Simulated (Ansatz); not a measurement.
SrHfN$_{2}$:
```xyz
4
Lattice="1.6705 0.9645 5.9040 -1.6705 0.9645 5.9040 0.0000 -1.9289 5.9040" Properties=species:S:1:pos:R:3 pbc="T T T"
Sr     0.0000     0.0000     0.0000
Hf     0.0000     0.0000     8.8560
N      0.0000     0.0000     4.1235
N      0.0000     0.0000    13.5885
```

Relaxed with r²SCAN.

Q: Give the Bader charges and basin volumes of the independent atoms, r²SCAN in the plane-wave PAW code Ansatz.

A: 

```tsv
atom	Bader charge (e)	Bader volume (Å³)
Sr1	+1.41	15.9
Hf2	+2.38	11.0
N3	-1.89	15.1
```

Space group R-3m. The workflow started from a Materials Project entry (that database holds measured and hypothetical structures alike); the Crystallography Open Database copy checked does not list it. Whether it is the stable phase at ambient conditions was not checked. The cell was relaxed with r²SCAN under the symmetry of its start; whether a distortion lowers the energy is not shown. No spin polarisation was allowed. Spin–orbit coupling is left out wherever it is not named.

Potentials: the later of the program's two PAW sets.
